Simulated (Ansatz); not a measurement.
Values for one crystal, relaxed and computed with DFT-r²SCAN in the program Ansatz with PAW potentials; other levels are named.

| Quantity | Value |
|---|---|
| Volume per atom | 14.67 Å³ |
| Band gap | 0.58 eV (indirect) |
| Hole effective mass with spin–orbit coupling, band 2 of 2 at the edge | 0.24 along [100], 0.28 along [110], 0.31 along [111] (mₑ) |
| Hole effective mass with spin–orbit coupling, band 1 of 2 at the edge | 1.1 along [100], 0.61 along [110], 0.49 along [111] (mₑ) |
| Valence-band maximum | at Γ |
| Electron effective mass | 0.15, 0.15, 1.3 mₑ (principal values) |
| Smallest direct gap on the standard path | 0.98 eV |

Question: Pick the material that matches.
(A) YSF, P4/nmm (Y on 2c, S on 2c, F on 2a)
(B) YN, rock salt
(C) MgS, rock salt
(D) MgO, rock salt

Answer: B, YN, rock salt

Space group Fm-3m (rock salt). The cell was relaxed with r²SCAN under the symmetry of its start. The run is not spin-polarised. Spin–orbit coupling is left out wherever it is not named.

Potentials: the earlier of the program's two PAW sets.
